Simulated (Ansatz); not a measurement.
SrScO₂F:
```xyz
5
Lattice="4.1103 0.0000 0.0000 0.0000 4.1103 0.0000 0.0000 0.0000 4.0485" Properties=species:S:1:pos:R:3 pbc="T T T"
Sr     2.0551     2.0551     2.0243
Sc     0.0000     0.0000     0.0000
O      2.0551     0.0000     0.0000
O      0.0000     2.0551     0.0000
F      0.0000     0.0000     2.0243
```

r²SCAN (plane waves, PAW; program Ansatz) gives a gap of 3.84 eV without spin–orbit coupling, maximum at A, minimum at Γ.

### Question
What happens when spin–orbit coupling is switched on?

### Answer
The gap decreases by 0.01 eV, to 3.83 eV; maximum at A, minimum at Γ.

### Question
Give the electron effective mass with spin–orbit coupling.

### Answer
0.79, 0.85, 0.91 mₑ (principal values).

### Question
Give the hole effective mass with spin–orbit coupling.

### Answer
0.82, 0.82, 9.4 mₑ (principal values).

Space group P4/mmm. The start of the workflow was typed in or built on a structure type; neither database checked (COD, Materials Project) lists it. Whether it is the stable phase at ambient conditions was not checked. The cell was relaxed with r²SCAN under the symmetry of its start; whether a distortion lowers the energy is not shown. The run is not spin-polarised. The volume moved by -16 % from the start of the relaxation.

Potentials: the earlier of the program's two PAW sets.
